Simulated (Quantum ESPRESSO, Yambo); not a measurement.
**Levels of theory for the gap of KIO$_{3}$**

KIO$_{3}$ (space group R3m, No. 160): one geometry, one set of LDA (Quantum ESPRESSO, PseudoDojo norm-conserving, 84 Ry, no spin-orbit coupling) orbitals, self-energies from Yambo (4×4×4 Γ-centred k mesh, 126 bands and a 7 Ry block in the screening, 126 bands in G with the Bruneval-Gonze terminator, plasmon pole fitted at 27.2 eV).

The geometry is that of Materials Project entry mp-552729, symmetrised and not relaxed again.

```
level                                                     gap Z → Z (eV)                         rough Yambo cost
--------------------------------------------------------  --------------  ---------------------------------------
LDA (Quantum ESPRESSO)                                              2.45                                        –
exchange only (Hartree-Fock self-energy on LDA orbitals)            9.31                    about 1/10 (8 states)
static COHSEX@LDA                                                   4.70        within a factor of two (2 states)
G0W0@LDA, plasmon pole                                              4.07                             1 (8 states)
G0W0@LDA, multipole fit to 8 frequencies, no terminator             4.03        within a factor of two (2 states)
G0W0@LDA, plasmon pole, no terminator                               4.04  about 1/20 (2 states, screening reused)
```

Bare exchange has no screening and gives the widest gap; static COHSEX screens it but leaves out the frequency dependence, which G0W0 restores.

Costs are rough ratios of core time on shared machines.

Nearest settings tried, and what they do to the gap: 81 bands in G: +7 meV; 60 bands in W: +80 meV; 3 Ry block (63 vectors against 191): -73 meV. Not varied: mesh. So the settings aren't converged at that level.

Spin-orbit coupling is left out, which matters for elements this heavy: edges can move by tenths of an eV.
